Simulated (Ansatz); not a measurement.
## Frozen-phonon scan for SnTe (rock salt)

SnTe (rock salt)

```xyz
4
Lattice="0.0000 6.4092 6.4092 3.2046 0.0000 3.2046 3.2046 3.2046 0.0000" Properties=species:S:1:pos:R:3 pbc="T T T"
Te     0.0000     0.0000     0.0000
Te     3.2046     3.2046     6.4092
Sn     3.2046     3.2046     3.2046
Sn     3.2046     6.4092     6.4092
```

A phonon eigenvector at L = (0.5, 0.0, 0.0) is frozen into this cell: atom i moves by Q times the vector below, so Q is the largest atomic displacement, in Å. The cell is held. (q is in reciprocal vectors of the primitive cell; the cell shown is doubled to hold the pattern.)

```
atom       x       y       z
----  ------  ------  ------
Te1   -0.577   0.577   0.577
Te2    0.577  -0.577  -0.577
```

Atoms not listed stay in place.

All values below come from PBE (plane waves to 420 eV, PAW, scalar-relativistic; Ansatz, a program for electronic structure). k mesh 13×13×13 (Γ-centred), Fermi-Dirac smearing 0.05 eV. The energy includes the smearing's −TS. Compression counts positive. SnTe was relaxed with its symmetry unable to fall. Spin-orbit coupling is left out, though Te is heavy. The zero of ΔE is the undisplaced structure.

```tsv
Q (Å)	ΔE (meV/cell)	P (GPa)	−dE/dQ from forces (eV/Å)
-0.100	48.6	0.13	0.972
-0.083	33.8	0.09	0.810
-0.067	21.6	0.06	0.648
-0.050	12.2	0.04	0.486
-0.033	5.4	0.02	0.324
-0.017	1.4	0.01	0.162
0.000	0.0	0.01	0.000
0.017	1.4	0.01	-0.162
0.033	5.4	0.02	-0.324
0.050	12.2	0.04	-0.486
0.067	21.6	0.06	-0.648
0.083	33.8	0.09	-0.810
0.100	48.6	0.13	-0.972
```

Derived quantities:

| Item | Value |
|---|---|
| Energy at Q = 0.100 Å | 48.6 meV/cell |
| Space group of the distorted cell | R-3m (No. 166), lowered from Fm-3m |
| Symmetry of the curve | even: the same for both signs |
| Shape of the curve | a single well with its minimum at or next to zero displacement |
| Harmonic wavenumber from the curvature (finite differences) | 102 cm⁻¹ |
| Wavenumber by perturbation theory (DFPT, on another k mesh) | 102 cm⁻¹ |

(For displaced atoms, the force is minus the slope of the energy, and its curvature is a force constant, which sets phonon frequencies.)
